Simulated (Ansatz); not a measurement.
RuC (CsCl type, Pm-3m) at seven volumes, PBEsol (plane waves, PAW; program Ansatz), scaled uniformly. One row is withheld.

```json
[
 {"V (Å³/atom)": "8.305", "P (GPa)": "44.20"},
 {"V (Å³/atom)": "8.579", "P (GPa)": "26.89"},
 {"V (Å³/atom)": "8.853", "P (GPa)": "12.32"},
 {"V (Å³/atom)": "9.127", "P (GPa)": "-0.03"},
 {"V (Å³/atom)": "9.400", "P (GPa)": "-10.53"},
 {"V (Å³/atom)": "9.674", "P (GPa)": "?"},
 {"V (Å³/atom)": "9.948", "P (GPa)": "-26.71"}
]
```

### Question
Fit the shown pressures and predict the withheld one.

### Answer
Third-order Birch–Murnaghan: P = (3/2)B₀(x^(7/2) − x^(5/2))[1 + (3/4)(B′ − 4)(x − 1)] with x = (V₀/V)^(2/3). Least squares on the six rows gives V₀ = 9.126 Å³/atom, B₀ = 377.6 GPa, B′ = 4.59. At V = 9.674, x = 0.9619 and P = -19.27 GPa. The run itself gave -19.33 GPa.

A made-up cell: these elements were put on the sites of a structure type; neither database checked (COD, Materials Project) lists it. Its standing as an ambient phase is unchecked. The cell was relaxed with PBEsol under the symmetry of its start. At this level the phase is dynamically unstable (imaginary phonons). The run is not spin-polarised.

Potentials: the later of the program's two PAW sets.
